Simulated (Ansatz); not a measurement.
A geometry of Ti₃Al away from equilibrium: the start of the relaxation of a generated cell, Ti3Al placed in the AFLOW prototype AB3_hP8_182_c_g (as in Fe3C). These are r2SCAN (plane waves to 500 eV, PAW, scalar-relativistic; Ansatz, a program for electronic structure) values and carry that method's errors. Γ-centred k-mesh 7×7×7 on the run's cell (coarser than for final values), Fermi–Dirac smearing 0.05 eV.

```xyz
8
Lattice="5.7438 0.0000 0.0000 -2.8719 4.9743 0.0000 0.0000 0.0000 4.9797" Properties=species:S:1:pos:R:3:forces:R:3 pbc="T T T" free_energy=-16099.537 pressure_GPa=15.5
Ti     1.8662     0.0000     0.0000   -2.2581    0.0000    0.0000
Ti     0.9331     1.6162     2.4898   -1.1290   -1.9556    0.0000
Ti    -0.9331     1.6162     0.0000    1.1290   -1.9556    0.0000
Ti     3.8776     0.0000     2.4898    2.2581    0.0000    0.0000
Ti     1.9388     3.3581     0.0000    1.1290    1.9556    0.0000
Ti    -1.9388     3.3581     2.4898   -1.1290    1.9556    0.0000
Al     0.0000     3.3162     1.2449    0.0000    0.0000    0.0000
Al     2.8719     1.6581     3.7348    0.0000    0.0000    0.0000
```

Positions in Å, forces in eV/Å, free energy of the cell in eV (comparable only within this code, potentials and settings). Largest force: 2.26 eV/Å, on Ti1, Ti2, Ti3, Ti4, Ti5, Ti6 (atoms numbered as listed); the geometry lies 0.72 eV/atom above the end of its relaxation.

No spin polarisation in the result.

The run could not lower the symmetry of its start; a shaken copy of this end point relaxes with r2SCAN to P2₁/m (No. 11), 0.40 eV/atom lower.

The end of the path is a generated cell of Ti3Al: the first start was made by placing the elements on the sites of a structure type, and the end was not matched to a known phase here, so it may be hypothetical. Known forms of Ti3Al include space group No. 194.
